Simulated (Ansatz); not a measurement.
Space group P4/mmm (No. 123). a = 3.103 Å, b = 3.103 Å, c = 4.253 Å, α = 90.00°, β = 90.00°, γ = 90.00°
| atom | site | symmetry | x | y | z |
| --- | --- | --- | --- | --- | --- |
| Zr | 1d | 4/mmm | 0.5000 | 0.5000 | 0.5000 |
| Hg | 1a | 4/mmm | 0.0000 | 0.0000 | 0.0000 |

Equation of state of this ZrHg structure (not necessarily the ground state), with shape and atoms relaxed at each volume where symmetry leaves them free. It has no gap at any of these volumes. Computed with DFT PBEsol, scalar-relativistic, plane waves, PAW in Ansatz.

Settings: cutoff 420 eV, Γ-centred mesh 14×14×10 on the computed 2-atom cell, Gaussian smearing of 0.10 eV; no spin polarisation.

| V (Å³/atom) | E − E(largest V) (meV/atom) | P (GPa) |
| --- | --- | --- |
| 19.244 | 5.23 | 8.18 |
| 19.858 | -17.16 | 3.76 |
| 20.472 | -23.99 | 0.00 |
| 21.086 | -17.61 | -3.19 |
| 21.700 | 0.00 | -5.89 |

Q: Fit a third-order Birch–Murnaghan equation to E(V).

A: V0 = 20.47 Å³/atom, B0 = 115 GPa, B0' = 4.4.

Spin-orbit coupling is left out, which matters for the bands of heavy elements.